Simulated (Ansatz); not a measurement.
IrW (CsCl type, space group No. 221) at seven volumes, PBEsol (plane waves, PAW; program Ansatz), scaled uniformly. One row is withheld.

```tsv
V (Å³/atom)	P (GPa)
13.840	38.31
14.296	23.38
14.752	10.72
15.208	0.00
15.665	-9.08
16.121	-16.76
16.577	?
```

### Question
Fit the shown pressures and predict the withheld one.

### Answer
Third-order Birch–Murnaghan: P = (3/2)B₀(x^(7/2) − x^(5/2))[1 + (3/4)(B′ − 4)(x − 1)] with x = (V₀/V)^(2/3). Least squares on the six rows gives V₀ = 15.209 Å³/atom, B₀ = 328.2 GPa, B′ = 4.52. At V = 16.577, x = 0.9442 and P = -23.28 GPa. The run itself gave -23.25 GPa.

Space group Pm-3m (CsCl type). The start of the workflow was typed in or built on a structure type; neither database checked (COD, Materials Project) lists it. COD files the formula under space group No. 51. Whether it is the stable phase at ambient conditions was not checked. Symmetry was held in the PBEsol relaxation. At this level the phase is dynamically unstable (imaginary phonons). The run is not spin-polarised. Its formation energy is positive at this level, so the cell may be metastable or incomplete. Spin–orbit coupling is left out wherever it is not named.

Potentials: the later of the program's two PAW sets.
